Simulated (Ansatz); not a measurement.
A relaxation computed with Ansatz, from input to last step.

```yaml
crystal:
  lattice:
    - [0.0, 2.7593192855, 2.7593192855]
    - [2.7593192855, 0.0, 2.7593192855]
    - [2.7593192855, 2.7593192855, 0.0]
  atoms:
    - { symbol: Cr, position: [0.0, 0.0, 0.0], spin: 4.55 }
    - { symbol: Br, position: [0.5, 0.5, 0.5] }
basis:
  ecutwfc: 420
kpoints:
  mp_grid: { grid: [6, 6, 6] }
hamiltonian:
  xc: pbe
scf:
  occupations: { method: gaussian, width: 0.1 }
  lower_state_search: "off"
output:
  forces: true
  stress: true
  eigenvalues: true
  populations: true
magnetization:
  spin_polarized: true
relax:
  adjacent_minimum: "off"
  f_tol: 0.04
  max_steps: 70
  cell: { stress_tol: 0.4 }
```

```bash
ansatz run input.yaml --threads 1 --pin off --max-ram 2560MiB --backend cpu --events-out ev --progress --plain --runs-dir out
```

The calculation used Ansatz, DFT PBE, scalar-relativistic, plane waves, PAW.

Of 4 frames 4 are shown, positions in Å and forces in eV/Å; the SCF threshold varies from step to step. Steps run on the plane waves of an earlier cell, with a Pulay correction in the pressure. The basis is chosen afresh for the last frame, the zero of the energies, and at times for earlier ones too; energy and pressure step there, also at an unchanged geometry.

```xyz
2
Lattice="0.0000 2.7593 2.7593 2.7593 0.0000 2.7593 2.7593 2.7593 0.0000" Properties=species:S:1:pos:R:3:forces:R:3 pbc="T T T" step=1 free_energy_over_end_meV_per_atom=51.39 pressure_GPa=5.70
Cr    0.0000    0.0000    0.0000    0.0000    0.0000    0.0000
Br    2.7593    2.7593    2.7593    0.0000    0.0000    0.0000
2
Lattice="0.0000 2.8730 2.8730 2.8730 0.0000 2.8730 2.8730 2.8730 0.0000" Properties=species:S:1:pos:R:3:forces:R:3 pbc="T T T" step=2 free_energy_over_end_meV_per_atom=1.45 pressure_GPa=0.46
Cr    0.0000    0.0000    0.0000    0.0000    0.0000    0.0000
Br    2.8730    2.8730    2.8730    0.0000    0.0000    0.0000
2
Lattice="0.0000 2.8838 2.8838 2.8838 0.0000 2.8838 2.8838 2.8838 0.0000" Properties=species:S:1:pos:R:3:forces:R:3 pbc="T T T" step=3 free_energy_over_end_meV_per_atom=1.11 pressure_GPa=-0.01
Cr    0.0000    0.0000    0.0000    0.0000    0.0000    0.0000
Br    2.8838    2.8838    2.8838    0.0000    0.0000    0.0000
2
Lattice="0.0000 2.8838 2.8838 2.8838 0.0000 2.8838 2.8838 2.8838 0.0000" Properties=species:S:1:pos:R:3:forces:R:3 pbc="T T T" step=4 free_energy_over_end_meV_per_atom=0.00 pressure_GPa=0.11
Cr    0.0000    0.0000    0.0000    0.0000    0.0000    0.0000
Br    2.8838    2.8838    2.8838    0.0000    0.0000    0.0000
```

The start puts this composition into another compound's structure type, which needn't suit it. At the end the space group is Fm-3m (tolerance 0.05 Å).

The run took 7.8 s on 1 thread of Arm Neoverse V1, with other jobs on the host, peak memory 0.3 GiB.

The k mesh is coarse. The cell holds one magnetic atom, so it can only be ferromagnetic; an antiferromagnetic order may lie lower.